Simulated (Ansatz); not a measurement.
## MoS2 at a changed volume: ⁹⁷Mo NMR of the central transition

Cell: an entry of the Crystallography Open Database (COD), relaxed with PBE at fixed cell and then changed (volume scaled by 1.04, ions relaxed).

Space group P6_3/mmc (No. 194); a = 3.1813, c = 12.6949 Å, γ = 120.00°.

| site | Wyckoff | site symmetry | x | y | z |
| --- | --- | --- | --- | --- | --- |
| Mo | 2c | -6m2 | 0.3333 | 0.6667 | 0.2500 |
| S | 4f | 3m. | 0.3333 | 0.6667 | 0.6271 |

One atom of each set is listed.

All values are calculated (Ansatz; DFT, PBE, plane waves and PAW, scalar-relativistic, collinear spin, 420 eV cutoff, Γ-centred 16×16×4 k-points, Fermi–Dirac smearing 0.02 eV), not measured. Start moments as typed (μB): 2 on each Mo, none on the rest.

⁹⁷Mo has I = 5/2 and Q = 255.0 mb (Pyykkö 2018); at 23.5 T its Larmor frequency is ν₀ = 66.9 MHz (from the bare nuclear moment; shielding lowers the observed one by a per cent or two). Only the quadrupole interaction is simulated: positions count from each site's isotropic chemical shift, and shift anisotropy, dipolar and J coupling are left out.

Simulated pattern of one Mo site (static powder, Gaussian broadening 40 kHz):

| offset (kHz) | height |
| --- | --- |
| -732.6 | 0 |
| -694.7 | 23 |
| -656.9 | 100 |
| -619.1 | 71 |
| -581.2 | 51 |
| -543.4 | 42 |
| -505.6 | 38 |
| -467.7 | 34 |
| -429.9 | 32 |
| -392.1 | 30 |
| -354.2 | 29 |
| -316.4 | 28 |
| -278.6 | 27 |
| -240.7 | 27 |
| -202.9 | 26 |
| -165.0 | 26 |
| -127.2 | 25 |
| -89.4 | 25 |
| -51.5 | 25 |
| -13.7 | 24 |
| 24.1 | 20 |
| 62.0 | 20 |
| 99.8 | 22 |
| 137.6 | 23 |
| 175.5 | 24 |
| 213.3 | 26 |
| 251.1 | 30 |
| 289.0 | 36 |
| 326.8 | 50 |
| 364.7 | 71 |
| 402.5 | 16 |
| 440.3 | 0 |

Problem. Which |C_Q| and η does the pattern imply?

Solution. The pattern spans 1044 kHz before broadening and its centre of gravity is at -200 kHz, which fixes P_Q; the places of the horns and steps fix η. That gives P_Q = 47.3 MHz, |C_Q| = 47.3 MHz and η = 0.00. The sign of C_Q can't be read from the pattern.

An axis of threefold or higher order runs through Mo, so V_zz lies along it and η is zero.

Without spin–orbit coupling (the program notes it for Mo) the gradients can shift somewhat, as the gap is small. The start moments die out, and the run ends without spin.
